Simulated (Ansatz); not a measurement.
A relaxed 1×1 slab of 5 planes, cut along (110) from a fcc crystal of one element, has a cell area of 12.17 Å² and a bulk spacing of 1.467 Å between its first planes. All-electron LAPW in Ansatz 0.2.0 (PBE, scalar-relativistic, no spin polarisation) gives γ = 0.88 J/m², Φ = 4.22 eV and a change of the outer spacing of -8.2 %. The fcc structure needn't be the element's own.

Q: Which element is it?

A: Ag. Neighbours weren't tried against these numbers.
